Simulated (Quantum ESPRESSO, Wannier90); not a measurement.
**Tight-binding from DFT: HfO$_{2}$ (P4₂/nmc)**

```xyz
6
Lattice="3.5580 0.0000 0.0000 0.0000 3.5580 0.0000 0.0000 0.0000 5.1719" Properties=species:S:1:pos:R:3 pbc="T T T"
Hf     1.7790     1.7790     2.5859
Hf     0.0000     0.0000     0.0000
O      0.0000     1.7790    -1.5660
O      0.0000     1.7790     1.0199
O      1.7790     0.0000    -1.0199
O      1.7790     0.0000     1.5660
```

Structure: Materials Project mp-1018721, symmetrised, not relaxed again. Not found in the COD (Crystallography Open Database) copy used, which has the formula in other groups; not checked further. Method: PBEsol plane waves in Quantum ESPRESSO 7.5 (PseudoDojo norm-conserving files, 68 Ry, no spin polarisation, no spin-orbit coupling), Bloch states on a 8×8×6 mesh through Γ, Wannier90 4.0.1. Density: 10×10×6 mesh, cold smearing 0.01 Ry. Spin-orbit coupling is left out although heavy elements are present.

Valence charges of the files: Hf 12, O 6. 50 bands were computed.

Isolated groups of bands, relative to the valence-band maximum (bands from 25 on overlap up to the last one computed):

```
bands  from (eV)  to (eV)  filling            weight on atomic waves
-----  ---------  -------  -------  --------------------------------
1–2       -60.15   -60.14   filled                        Hf 5s 97 %
3–8       -29.22   -28.71   filled                        Hf 5p 96 %
9–12      -17.95   -15.28   filled  O 2s 79 %, Hf 5d 12 %, Hf 6s 5 %
13–24      -5.79     0.00   filled             O 2p 81 %, Hf 5d 14 %
```

Wanted is a model with the orbitals Hf d, O p, without the filled groups that are mainly made of other shells (semicore states, and anion s where it isn't named); all higher bands stay in for disentanglement.

Question: Give num_wann, exclude_bands and num_bands, and the number of electrons that the model holds.

Answer: Electrons: 2×12 + 4×6 = 48, which fill 24 bands.
num_wann = 2×5 + 4×3 = 22.
exclude_bands = 1-12, 12 bands, so num_bands = 50 − 12 = 38.
The model holds 48 − 2×12 = 24 electrons. With the window frozen to 6.18 eV it follows pw.x to 0.3 meV rms (states up to 5.7 eV relative to the valence-band maximum).
